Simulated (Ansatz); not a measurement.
## One input, then a changed one: Ta (bcc type)

First run: DFT, PBE, PAW with Ansatz's default frozen-core files, scalar-relativistic (Ansatz 0.2.0).

Command: `ansatz run input.yaml --threads 1 --pin off --max-ram 3584MiB --backend cpu --events-out ev --progress --plain --runs-dir out`

```yaml
crystal:
  lattice:
    - [-1.6607199181, 1.6607199181, 1.6607199181]
    - [1.6607199181, -1.6607199181, 1.6607199181]
    - [1.6607199181, 1.6607199181, -1.6607199181]
  atoms:
    - { symbol: Ta, position: [0.0, 0.0, 0.0] }
kpoints:
  mp_grid: { grid: [18, 18, 18] }
scf:
  occupations: { method: fermi_dirac, width: 0.1 }
hamiltonian:
  xc: pbe
  pseudopotentials: { kind: paw }
output:
  forces: true
  stress: true
relax:
  f_tol: 0.005
  max_steps: 40
  cell: {}
```

The start is a guessed cell.

This run: bulk cell relaxed.

It converges in 17 SCF iterations over all geometries at a pressure of 0.00 GPa, ending at 18.30 Å³/atom, cutoff 420 eV.

The input is then changed:

```diff
   atoms:
-    - { symbol: Ta, position: [0.0, 0.0, 0.0] }
+    - { symbol: Ta, position: [0.0, 0.0, 0.0], spin: -1.0 }
 kpoints:
   pseudopotentials: { kind: paw }
+  dispersion: d3bjatm
 output:
   stress: true
+  write_density: true
+  write_potential: true
+  elf: true
+  volumetric_format: npy
 relax:
   cell: {}
+magnetization:
+  spin_polarized: true
```

Task: Predict the outcome of the changed run.

Result: It converges in 38 SCF iterations over all geometries at a pressure of -0.01 GPa, cell moment 0.00 μB, ending at 17.85 Å³/atom, cutoff 420 eV. More than one line changes, and not each need have an effect. Results part of its log:
```
basis re-selected at this cell: Δ(F+E_penalty+E_count) = +1.499e-4 eV, ΔP = -0.011 GPa vs the last step (what re-selecting the basis moved, of the pressure what is left beyond the Pulay correction that the steps carried, after the strain that the cell walked since its last selection, with what the two solves' SCF thresholds leave and, on support functions, any second-order correction that the steps lacked; it is no measure of the basis error at this ecutwfc). This SCF's stress stands 6.05e-3 GPa from its target on what of the cell is left free (relax.cell.stress_tol is 5.00e-2 GPa) and its largest allowed force component is 0.00e0 eV/Å (relax.f_tol is 5.00e-3 eV/Å): within both
SCF converged after 5 iterations
Magnetization: -0.0000 μB (6.5000 up, 6.5000 down)
Absolute magnetization: 0.0000 μB (∫|ρ↑−ρ↓|, with the PAW one-centre terms)
Spin contamination: 0.0000 ħ² per cell (⟨S²⟩ above its minimum at these occupations)
Per-site moments (μB) at R_I (Å): [(-4.730005790685587e-8, 1.1763346466657374)]
Free energy (F): -9932.866184 eV
Harris-Foulkes:  -9932.866184 eV  (|F-HF|=5.46e-12)
Internal energy: -9932.823741 eV  (E = F + TS)
E sigma→0 (E₀):  -9932.844963 eV
Entropy (-TS):   -0.042444 eV (-42.444 meV/atom)
Fermi energy:    18.845757 eV
--- Per-component energies (eV) ---
  E_band       = -100.715265
  E_kinetic    = 366.565552
  E_local      = -542.424033  (includes V_loc(G=0)·N_el)
  E_nonlocal   = 15.015199
  E_hartree    = 188.797978
  E_xc         = -218.666805
  E_vxc        = -204.325951  (∫ρ·V_xc dr)
  E_paw        = -8396.759762  (= ΣΔE_a)
  E_vpaw       = -113.142131  (= ΣTr[D̂ρ^β])
  E_aug_tail   = 0.000154  (compensation charges beyond the density's cutoff)
  E_ewald      = -1344.751757
  E_disp       = -0.600267  (pairwise vdW)
  E_smearing   = -0.042444  (= −TS)
  E_closure    = 0.000000  (closes the sum)
  Σ components = -9932.866184   (vs F -9932.866184, Δ=0.00e0)
--- Forces (eV/Å), atoms counted from 1 ---
  atom   1  Ta    -0.00000000     0.00000000    -0.00000000
  max |Σ_I F_I| component: 7.40e-32 eV/Å
--- Stress (GPa, compression-positive) ---
       -0.006054       0.000000      -0.000000
        0.000000      -0.006054      -0.000000
       -0.000000      -0.000000      -0.006054
  P = ⅓ Tr σ = -0.0061 GPa (-0.061 kbar)
--- Band table (eV; the first three rows and the last of 390) ---
  k-point 0 ↑: bands = ["-48.2164", "-14.1544", "-14.1544", "-14.1544", "10.8969", "19.5661", "19.5661", "19.5661", "22.8719", "22.8719", "33.4857"]
  k-point 1 ↑: bands = ["-48.2128", "-14.1942", "-14.1667", "-14.1546", "11.0361", "19.4743", "19.5404", "19.7032", "22.7189", "22.8717", "33.6130"]
  k-point 2 ↑: bands = ["-48.2024", "-14.3075", "-14.2017", "-14.1553", "11.4393", "19.2216", "19.4316", "20.1102", "22.4001", "22.8790", "33.9367"]
  k-point 194 ↓: bands = ["-48.0062", "-14.9979", "-14.9979", "-14.9979", "14.9719", "14.9719", "25.7465", "25.7465", "25.7465", "27.5184", "27.5184"]
--- Relaxed structure (4 steps of the walk, 3 accepted, 1 SCFs on fresh bases) ---
  F+E_penalty+E_count = -9932.86618437 eV   max|allowed force component| = 0.000e0 eV/Å   (the final SCF, on the basis selected at the relaxed cell)
  cell:  # Å, volume = 17.8525 Å³
    - [-1.646441514932235, 1.646441514932235, 1.646441514932235]
    - [1.646441514932235, -1.646441514932235, 1.646441514932235]
    - [1.646441514932235, 1.646441514932235, -1.646441514932235]
  atoms:
    - { symbol: Ta, position: [0.0, 0.0, 0.0] }
```
